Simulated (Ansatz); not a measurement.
The relaxed structure here is a generated cell of PbSe: the first start was made by placing the elements on the sites of a structure type, and the end was not matched to a known phase here, so it may be hypothetical. Known forms of PbSe include space group No. 225.

The end point of a relaxation of PbSe. The numbers are results of PBE (plane waves to 420 eV, PAW, scalar-relativistic; Ansatz, an electronic-structure program), not measurements.

```cif
data_Pb2Se2
_chemical_formula_sum 'Pb2 Se2'
_space_group_name_H-M_alt 'P 1'
_space_group_IT_number 1
_cell_length_a 8.11681
_cell_length_b 8.11681
_cell_length_c 8.11681
_cell_angle_alpha 30.745
_cell_angle_beta 30.745
_cell_angle_gamma 30.745
loop_
_space_group_symop_operation_xyz
  'x, y, z'
loop_
_atom_site_label
_atom_site_type_symbol
_atom_site_fract_x
_atom_site_fract_y
_atom_site_fract_z
_atom_site_occupancy
Pb1 Pb 0.96089 0.96089 0.96089 1
Pb2 Pb 0.13040 0.13040 0.13040 1
Se1 Se 0.53511 0.53511 0.53511 1
Se2 Se 0.36487 0.36487 0.36487 1
```

### Question
Find the space group and the Wyckoff positions (tolerance 0.01 Å).

### Answer
Space group R3m, hexagonal axes (No. 160); a = b = 4.303 Å, c = 23.182 Å, α = β = 90.00°, γ = 120.00°

```json
[
 {"atom": "Pb", "site": "3a", "symmetry": "3m", "x": "0.0000", "y": "0.0000", "z": "0.0391"},
 {"atom": "Pb", "site": "3a", "symmetry": "3m", "x": "0.0000", "y": "0.0000", "z": "0.8696"},
 {"atom": "Se", "site": "3a", "symmetry": "3m", "x": "0.0000", "y": "0.0000", "z": "0.4649"},
 {"atom": "Se", "site": "3a", "symmetry": "3m", "x": "0.0000", "y": "0.0000", "z": "0.6351"}
]
```

### Question
Give the shortest distances between elements (the closest pairs, up to four, under 3.6 Å).

### Answer
Pb–Se 2.98 Å.

| Quantity | Result |
|---|---|
| Volume per atom | 30.98 Å³ |
| Band gap | 1.11 eV, indirect (valence top at or next to Γ, conduction bottom at k = (0.2222, 0.2222, -0.3333)) (no spin-orbit coupling) |
| Smallest direct gap | 1.21 eV at or next to Γ |

No spin polarisation in the result. Spin-orbit coupling is missing; with elements this heavy it can move band edges by tenths of an eV or more.

It was reached from a disturbed copy of a P4₂/mmc (No. 131) cell, against which it lies -0.35 eV/atom.
